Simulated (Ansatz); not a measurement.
The start is a generated cell, TaN built in the NbAs structure type. The structure is fully relaxed (lattice and positions, P = 0) with r2SCAN (plane waves to 500 eV, PAW, scalar-relativistic; Ansatz, an electronic-structure program). First-step values are on the input's coarse k-mesh.

Ansatz input (later rounds restart from its end on a renewed k-mesh):
Ansatz 0.2 input:
```yaml
crystal:
  lattice:
    - [-1.375632, 1.375632, 4.657214]
    - [1.375632, -1.375632, 4.657214]
    - [1.375632, 1.375632, -4.657214]
  atoms:
    - { symbol: Ta, position: [0.5, 0.5, 0] }
    - { symbol: Ta, position: [0.25, 0.75, 0.5] }
    - { symbol: N, position: [0.916, 0.916, 0] }
    - { symbol: N, position: [0.666, 0.166, 0.5] }
basis: { ecutwfc: 500, ecutrho_ratio: 4, xc_grid: 4, fft_grid_basis: typed }
kpoints: { mp_grid: { grid: [12, 12, 12] } }
hamiltonian:
  xc: r2scan
  dispersion: none
  pseudopotentials: { azcp: { folder: ./paw }, kind: paw }
scf: { occupations: { method: fermi_dirac, width: 0.05 } }
relax: { f_tol: 0.01, max_steps: 100, cell: { stress_tol: 0.02 } }
output: { forces: true, stress: true }
```

How large is the pressure on the unrelaxed cell, and of which sign?

+111 GPa (positive: the cell is compressed).

How much energy is released per atom?

0.59 eV/atom.

How does the volume change?

+22.3 %, from 8.81 to 10.78 Å³/atom.

How do the shortest distances between atoms change?

The closest pairs of elements (up to four, under 3.6 Å), start → end: N–Ta 2.07 → 2.21 Å; N–N 2.70 → 2.90 Å; Ta–Ta 2.70 → 2.90 Å.

Is the relaxed structure metallic? Give its gap.

0.79 eV, indirect (valence top at 69 % of the way from M to S, conduction bottom at 50 % of the way from Γ to X) (no spin-orbit coupling).

What does it relax into? Give the structure.


Space group I4₁md (No. 109); a = 2.9016 Å, b = 2.9016 Å, c = 10.2397 Å, α = 90.00°, β = 90.00°, γ = 90.00°

```csv
atom,site,symmetry,x,y,z
Ta,4a,2mm.,0.0000,0.0000,0.9987
N,4a,2mm.,0.0000,0.0000,0.4173
```
(The calculation used a cell of 4 atoms; values per cell refer to that cell.)

The space group stays I4₁md (No. 109) (the run could not lower it), with 4 atoms in the primitive cell. Final values are on a 16×16×16 k-mesh of the relaxed cell. No spin polarisation in the result.

The run could not lose the symmetry of its start, so the end can be a saddle point.

The relaxed structure here is a generated cell of TaN: the first start was made by placing the elements on the sites of a structure type, and the end was not matched to a known phase here, so it may be hypothetical. Known forms of TaN include space group No. 225.
